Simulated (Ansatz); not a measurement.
BaO:
```cif
data_BaO
_chemical_formula_sum 'Ba1 O1'
_space_group_name_H-M_alt 'P 1'
_space_group_IT_number 1
_cell_length_a 3.94102
_cell_length_b 3.94102
_cell_length_c 3.94102
_cell_angle_alpha 60.000
_cell_angle_beta 60.000
_cell_angle_gamma 60.000
loop_
_space_group_symop_operation_xyz
  'x, y, z'
loop_
_atom_site_label
_atom_site_type_symbol
_atom_site_fract_x
_atom_site_fract_y
_atom_site_fract_z
_atom_site_occupancy
Ba1 Ba 0.00000 0.00000 0.00000 1
O1 O 0.50000 0.50000 0.50000 1
```

Relaxed with PBE. 

Problem. HSE06 on this cell (Ansatz, a quantum-chemistry and plane-wave program, PAW) gives a gap of 3.37 eV. What does PBE give?

Solution. 2.10 eV.

Cost on shared cores: the PBE run (SCF on a 9×9×9 mesh, then bands and DOS) very roughly 5 core-seconds, the HSE06 run (SCF on 6×6×6, then a few points) roughly 90 core-seconds; the tasks are unlike.

Space group Fm-3m (rock salt). The PBE relaxation kept the symmetry of its start; phonons on a q-mesh show no instability. Spin–orbit coupling is left out wherever it is not named.

Potentials: the later of the program's two PAW sets.

Ansatz is a plane-wave DFT program.
